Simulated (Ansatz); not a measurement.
# Clamped-ion strain scan in Zr

Method: DFT r2SCAN, scalar-relativistic, plane waves, PAW (Ansatz). Cutoff 500 eV, Γ-centred 18×18×10 k-points, Gaussian smearing of 0.15 eV. No spin polarisation. Energies are free energies at this smearing, counted from the undisturbed cell; pressure is positive in compression.

Reference structure (as given, not relaxed at this level; it stands at 0.9 GPa):

```yaml
crystal:
  lattice:
    - [3.23200, 0.00000, 0.00000]
    - [-1.61600, 2.79899, 0.00000]
    - [0.00000, 0.00000, 5.14700]
  atoms:
    - { symbol: Zr, position: [0.33333, 0.66667, 0.25000] }
    - { symbol: Zr, position: [0.66667, 0.33333, 0.75000] }
```

The cell is strained by ε times the Voigt pattern (0, 1, 0, 0, 0, 0) (xx, yy, zz, yz, xz, xy; engineering shear) with fractional coordinates fixed. The cell is metallic on the mesh throughout.

| ε | ΔE (meV/atom) |
| --- | --- |
| -0.0400 | 26.4 |
| -0.0200 | 7.9 |
| 0.0000 | 0.0 |
| 0.0100 | -0.2 |
| 0.0300 | 6.2 |

**Question.** Predict the pressure (GPa) at each point.

**Answer.**
```
      ε  pressure (GPa)
-0.0400             5.1
-0.0200             2.9
 0.0000             0.9
 0.0100             0.0
 0.0300            -1.8
```